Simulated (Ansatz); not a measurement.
Here is the system:

Re:
```cif
data_Re8
_chemical_formula_sum 'Re8'
_space_group_name_H-M_alt 'Fd-3m :1'
_space_group_IT_number 227
_space_group_name_Hall 'F 4d 2 3 -1d'
_cell_length_a 5.59429
_cell_length_b 5.59429
_cell_length_c 5.59429
_cell_angle_alpha 90.000
_cell_angle_beta 90.000
_cell_angle_gamma 90.000
loop_
_atom_site_label
_atom_site_type_symbol
_atom_site_symmetry_multiplicity
_atom_site_Wyckoff_symbol
_atom_site_fract_x
_atom_site_fract_y
_atom_site_fract_z
_atom_site_occupancy
Re1 Re 8 b 0.50000 0.50000 0.50000 1
```
(The calculation used a cell of 2 atoms; values per cell refer to that cell.)

This is the PBEsol-relaxed structure.

**Question.** All from PBEsol in the plane-wave PAW code Ansatz, unless another level is named. Predict the density of states at the Fermi level.

**Answer.** 0.69 states/eV per atom (mean over ±0.08 eV).

**Question.** And the gap with spin–orbit coupling?

**Answer.** none (metallic).

The start of the workflow was typed in or built on a structure type; neither database checked (COD, Materials Project) lists it. It is not the phase usual at ambient conditions (space group No. 194). Symmetry was held in the PBEsol relaxation. At this level the phase is mechanically unstable. The run is not spin-polarised. Scalar-relativistic: spin–orbit coupling is off unless named, which matters more the heavier the elements.

Potentials: the later of the program's two PAW sets.
